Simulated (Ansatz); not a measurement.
Ag₂HgI₄ in space group I-4 (No. 82; Hg on 2a, Ag on 2b, I on 8g, Ag on 2c), LDA in the plane-wave PAW code Ansatz, all energies at zero smearing, with the estimated change up to a 700 eV cutoff added, with one set of potentials and settings (totals compare only within such a set). Cell of 7 atoms (1 Hg, 2 Ag, 4 I): -57863.632 eV.

```tsv
element	reference phase	E (eV/atom)
Hg	C2/m, 1 atoms in the cell	-13522.4424
Ag	P6_3/mmc, 4 atoms in the cell	-7458.1511
I	Cmce, 4 atoms in the cell	-7355.8618
```

Formation energy per atom, worked out: (-57863.632 − 1×(-13522.4424) − 2×(-7458.1511) − 4×(-7355.8618))/7 = -0.206 eV/atom (-20 kJ per mol of atoms), at 0 K, without zero-point energy or fitted corrections.

The workflow started from an entry of the Crystallography Open Database (COD), which files this formula under 2 space groups. Its standing as an ambient phase is unchecked. The cell was relaxed with LDA under the symmetry of its start; whether a distortion lowers the energy is not shown. No spin polarisation was allowed. The references are the lowest solids computed at this level, not always the standard phases. Spin–orbit coupling is left out wherever it is not named.

Potentials: the later of the program's two PAW sets.
